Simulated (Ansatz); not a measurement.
**AlGa₃As₄ (P-43m) at 2 levels of theory**

One geometry, relaxed with PBE; plane waves with PAW potentials in Ansatz, scalar-relativistic. No spin polarisation. Gaps are the least over mesh and band path; pressure is positive in compression.

```
CELL_PARAMETERS angstrom
5.74041 0.00000 0.00000
0.00000 5.74041 0.00000
0.00000 0.00000 5.74041
ATOMIC_POSITIONS crystal
Al 0.50000 0.50000 0.50000
Ga 0.50000 0.00000 0.00000
Ga 0.00000 0.00000 0.50000
Ga 0.00000 0.50000 0.00000
As 0.74932 0.25068 0.74932
As 0.74932 0.74932 0.25068
As 0.25068 0.25068 0.25068
As 0.25068 0.74932 0.74932
```

```tsv
level	cutoff (eV)	k mesh	gap (eV)	pressure (GPa)
PBE	420	6×6×6	0.54	0.0
```

What comes out on the same cell with r2SCAN?

```csv
level,cutoff (eV),k mesh,gap (eV),pressure (GPa)
r2SCAN,500,6×6×6,1.03,-2.5
```

The cell was found from a structure generator's guess, not taken from experiment.
